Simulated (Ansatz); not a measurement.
Y2N:
```yaml
crystal:
  lattice:
    - [3.46383, 0.00000, 0.00000]
    - [-1.73191, 2.99976, 0.00000]
    - [0.00000, 0.00000, 5.92871]
  atoms:
    - { symbol: N, position: [0.00000, 0.00000, 0.00000] }
    - { symbol: Y, position: [0.33333, 0.66667, 0.22155] }
    - { symbol: Y, position: [0.66667, 0.33333, 0.77845] }
```

Relaxed with PBEsol. Special points in fractions of this cell's reciprocal vectors: Γ (0.000, 0.000, 0.000); M (0.500, 0.000, 0.000); K (0.333, 0.333, 0.000); A (0.000, 0.000, 0.500); L (0.500, 0.000, 0.500); H (0.333, 0.333, 0.500).

### Question
List the band energies nearest the Fermi level at these points for PBEsol in the plane-wave PAW code Ansatz.

### Answer
In eV from the Fermi level; about four levels below and three above (degenerate sets whole), none deeper than 8.9 eV; points with the same levels are listed once.

| k | below | above |
|---|---|---|
| Γ | -4.75 -3.26 -3.26 -2.64 | 1.70 2.19 2.19 |
| M | -3.26 -3.20 -1.09 -0.05 | 0.49 3.31 4.09 |
| K | -3.72 -3.72 -3.13 -0.28 | 0.03 0.03 3.23 3.23 |
| A | -5.05 -3.29 -3.29 -1.35 | 0.04 1.88 1.88 |
| L | -4.48 -3.31 -3.14 -0.57 | 0.11 0.18 2.26 |
| H | -3.86 -3.86 -3.17 | 0.48 0.55 0.55 |

Space group P-3m1 (anti-CdI2 type). A made-up cell: these elements were put on the sites of a structure type; neither database checked (COD, Materials Project) lists it. Its standing as an ambient phase is unchecked. Symmetry was held in the PBEsol relaxation; its stability against distortions is not shown here. No spin polarisation was allowed. With an odd number of electrons in the cell and no spin polarisation, the count alone makes it a metal. Scalar-relativistic: spin–orbit coupling is off unless named, which matters more the heavier the elements.

Potentials: the earlier of the program's two PAW sets. The files were generated under PBE; for other functionals the program regenerates the frozen cores, and for LDA and PBEsol the local potential too.
